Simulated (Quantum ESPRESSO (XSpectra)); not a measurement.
Quantum ESPRESSO (XSpectra) run for X-ray absorption at the Li K edge of LiH (Fm-3m). Geometry: Materials Project entry mp-23703 (a computed structure). The cell is the entry's, not relaxed again. The ground-state test found a gap, so occupations are fixed and the excited electron is left out (charged cell on a uniform background); energies count from the highest occupied level. pw.x input:

```
&CONTROL
  calculation = 'scf'
  prefix = 'x'
  pseudo_dir = './pseudo'
  outdir = './out'
/
&SYSTEM
  ibrav = 0
  nat = 40
  ntyp = 3
  ecutwfc = 59
  input_dft = 'PZ'
  tot_charge = 1
  occupations = 'fixed'
/
&ELECTRONS
  conv_thr = 4.0e-07
  mixing_beta = 0.4
/
ATOMIC_SPECIES
Lih 6.940 Li.lda-tm-gipaw-star1s.UPF
Li 6.940 Li.lda-tm-gipaw.UPF
H 1.008 H.upf
CELL_PARAMETERS angstrom
   2.008620000   -6.025860000   -4.017240000
   6.025860000    2.008620000   -4.017240000
   2.008620000   -6.025860000    4.017240000
ATOMIC_POSITIONS crystal
Lih    0.950000000    0.900000000    0.350000000
Li     0.900000000    0.800000000    0.700000000
Li     0.850000000    0.700000000    0.050000000
Li     0.800000000    0.600000000    0.400000000
Li     0.750000000    0.500000000    0.750000000
Li     0.450000000    0.900000000    0.850000000
Li     0.700000000    0.400000000    0.100000000
Li     0.400000000    0.800000000    0.200000000
Li     0.650000000    0.300000000    0.450000000
Li     0.350000000    0.700000000    0.550000000
Li     0.600000000    0.200000000    0.800000000
Li     0.300000000    0.600000000    0.900000000
Li     0.550000000    0.100000000    0.150000000
Li     0.250000000    0.500000000    0.250000000
Li     0.500000000    0.000000000    0.500000000
Li     0.200000000    0.400000000    0.600000000
Li     0.150000000    0.300000000    0.950000000
Li     0.100000000    0.200000000    0.300000000
Li     0.050000000    0.100000000    0.650000000
Li     0.000000000    0.000000000    0.000000000
H      0.400000000    0.300000000    0.700000000
H      0.350000000    0.200000000    0.050000000
H      0.300000000    0.100000000    0.400000000
H      0.250000000    1.000000000    0.750000000
H      0.200000000    0.900000000    0.100000000
H      0.900000000    0.300000000    0.200000000
H      0.150000000    0.800000000    0.450000000
H      0.850000000    0.200000000    0.550000000
H      0.100000000    0.700000000    0.800000000
H      0.800000000    0.100000000    0.900000000
H      0.050000000    0.600000000    0.150000000
H      0.750000000    0.000000000    0.250000000
H      0.000000000    0.500000000    0.500000000
H      0.700000000    0.900000000    0.600000000
H      0.950000000    0.400000000    0.850000000
H      0.650000000    0.800000000    0.950000000
H      0.600000000    0.700000000    0.300000000
H      0.550000000    0.600000000    0.650000000
H      0.500000000    0.500000000    0.000000000
H      0.450000000    0.400000000    0.350000000
K_POINTS automatic
2 2 2 0 0 0
```

xspectra.x input:

```
&input_xspectra
  calculation = 'xanes_dipole'
  edge = 'K'
  prefix = 'x'
  outdir = './out'
  xonly_plot = .false.
  xiabs = 1
  xcoordcrys = .false.
  xepsilon(1) = 1.0
  xepsilon(2) = 0.0
  xepsilon(3) = 0.0
  xniter = 1500
  xcheck_conv = 50
  xerror = 0.002
  x_save_file = 'x0.sav'
/
&plot
  xnepoint = 451
  xemin = -5.0
  xemax = 40.0
  xgamma = 0.5
  terminator = .true.
  cut_occ_states = .true.
/
&pseudos
  filecore = 'core.wfc'
/
&cut_occ
  cut_desmooth = 0.1
  cut_stepl = 0.01
  cut_ierror = 1e-6
/
4 4 4 1 1 1
```

End of the pw.x output:

```
    -2.7101  -2.5285  -2.3346  -2.1898  -1.6612  -1.5805  -1.5632  -1.3482
    -0.5240  -0.3773  -0.1456   0.0347

          k =-0.7483 0.3742 0.0000 ( 16810 PWs)   bands (ev):

    -5.1464  -4.3458  -4.3458  -4.0412  -4.0196  -3.8879  -2.6172  -2.5026
    -2.5026  -2.2878  -2.0343  -1.9830  -1.9725  -1.9725  -0.8697  -0.6133
    -0.6133  -0.4381   0.1374   0.2196

          k = 0.1871 0.3742-0.4677 ( 16712 PWs)   bands (ev):

    -5.3462  -4.7779  -3.9730  -3.8125  -3.8011  -3.4928  -2.8301  -2.6032
    -2.3115  -2.0524  -1.9178  -1.7877  -1.7358  -1.5440  -1.3736  -1.1792
    -1.1387  -1.0299  -0.5926  -0.5115

          k =-0.1871 0.5612 0.0000 ( 16762 PWs)   bands (ev):

    -5.3946  -4.8002  -3.7714  -3.6923  -3.6602  -3.2047  -2.8811  -2.7239
    -2.7101  -2.5285  -2.3346  -2.1898  -1.6612  -1.5805  -1.5632  -1.3482
    -0.5240  -0.3773  -0.1456   0.0347

     highest occupied level (ev):     0.2196

!    total energy              =     -54.38549293 Ry
     estimated scf accuracy    <       0.00000023 Ry

     The total energy is the sum of the following terms:
     one-electron contribution =      13.34221901 Ry
     hartree contribution      =       4.59734519 Ry
     xc contribution           =     -40.70784594 Ry
     ewald contribution        =     -31.61721119 Ry

     convergence has been achieved in   7 iterations

     XML data file, charge density, pseudopotentials, collected wavefunctions
```

xspectra.x output, shortened:

```
... Begin STEP 1 ...

        Radial transition matrix element(s) used in the calculation of the
        initial vector of the Lanczos basis (|tilde{phi}_abs> normalized)
        | For PAW proj. (l=1) #1: radial matrix element =   0.526958483
        | For PAW proj. (l=1) #2: radial matrix element =   0.596690144

NB: the    16 k-point are not all listed below because npool=  4
        |-------------------------------------------------------------
        ! k-point #     1:  ( 0.1871, -0.0935,  0.0000),  0.0312,   1
        |-------------------------------------------------------------
 okvan= F
        |   Norm of the initial Lanczos vector: 0.35323681E+00
        !   => CONVERGED at iter    500 with error=  0.00171541
        |-------------------------------------------------------------
        ! k-point #     2:  ( 0.3742, -0.1871,  0.2339),  0.0312,   1
        |-------------------------------------------------------------
 okvan= F
        |   Norm of the initial Lanczos vector: 0.35323681E+00
        !   => CONVERGED at iter    550 with error=  0.00158835
        |-------------------------------------------------------------
        ! k-point #     3:  ( 0.5612, -0.2806,  0.4677),  0.0312,   1
        |-------------------------------------------------------------
 okvan= F
        |   Norm of the initial Lanczos vector: 0.35323680E+00
        !   => CONVERGED at iter    550 with error=  0.00088557
        |-------------------------------------------------------------

        ...
... Begin STEP 2 ...

     The spectrum is calculated using the following parameters:
        energy-zero of the spectrum [eV]:    0.2196
        the occupied states are elimintate from the spectrum
        xemin [eV]:  -5.00
        xemax [eV]:  40.00
        xnepoint:  451
        constant broadening parameter [eV]:    0.500
        Core level energy [eV]:  -54.70
         (from electron binding energy of neutral atoms in X-ray data booklet)

     Cross-section successfully written in xanes.dat

     ... End STEP 2 ...

     xanes        :     68.61s CPU     68.78s WALL (       1 calls)

     -------------------------------------------------------------------------
                                END JOB XSpectra
     -------------------------------------------------------------------------
```

xanes.dat for the field along x, every fifth line (energy in eV, cross section):

```
   -5.000   2.7430e-03
   -4.500   3.0440e-03
   -4.000   3.3980e-03
   -3.500   3.8180e-03
   -3.000   4.3250e-03
   -2.500   4.9430e-03
   -2.000   5.7120e-03
   -1.500   6.6880e-03
   -1.000   7.9590e-03
   -0.500   9.6710e-03
    0.000   1.2060e-02
    0.500   1.5640e-02
    1.000   2.1360e-02
    1.500   3.1680e-02
    2.000   5.3920e-02
    2.500   1.0630e-01
    3.000   1.9590e-01
    3.500   2.9020e-01
    4.000   2.9230e-01
    4.500   2.3420e-01
    5.000   1.9240e-01
    5.500   1.7280e-01
    6.000   1.7650e-01
    6.500   1.8210e-01
    7.000   1.9280e-01
    7.500   1.9780e-01
    8.000   1.9430e-01
    8.500   1.9440e-01
    9.000   2.0920e-01
    9.500   2.3230e-01
   10.000   2.5410e-01
   10.500   2.5990e-01
   11.000   2.3320e-01
   11.500   2.0960e-01
   12.000   1.9240e-01
   12.500   1.7880e-01
   13.000   1.7750e-01
   13.500   1.8430e-01
   14.000   1.8650e-01
   14.500   1.9620e-01
   15.000   1.5670e-01
   15.500   1.2600e-01
   16.000   1.0090e-01
   16.500   8.2070e-02
   17.000   6.3860e-02
   17.500   4.9200e-02
   18.000   3.6680e-02
   18.500   3.0660e-02
   19.000   3.0480e-02
   19.500   3.3060e-02
   20.000   3.9810e-02
   20.500   4.7900e-02
   21.000   5.1860e-02
   21.500   5.9080e-02
   22.000   6.1280e-02
   22.500   6.6520e-02
   23.000   7.1360e-02
   23.500   7.3720e-02
   24.000   7.2800e-02
   24.500   7.4790e-02
   25.000   7.8400e-02
   25.500   7.1950e-02
   26.000   6.6890e-02
   26.500   6.9350e-02
   27.000   6.7310e-02
   27.500   6.2900e-02
   28.000   6.0210e-02
   28.500   6.4190e-02
   29.000   6.7410e-02
   29.500   6.1180e-02
   30.000   5.8930e-02
   30.500   5.6480e-02
   31.000   5.4070e-02
   31.500   4.8260e-02
   32.000   4.3860e-02
   32.500   4.9820e-02
   33.000   4.9170e-02
   33.500   4.6520e-02
   34.000   4.2040e-02
   34.500   4.2000e-02
   35.000   4.3890e-02
   35.500   4.3790e-02
   36.000   4.0570e-02
   36.500   3.8260e-02
   37.000   3.7410e-02
   37.500   3.6110e-02
   38.000   3.0850e-02
   38.500   2.7590e-02
   39.000   2.4680e-02
   39.500   2.4930e-02
   40.000   2.3860e-02
```
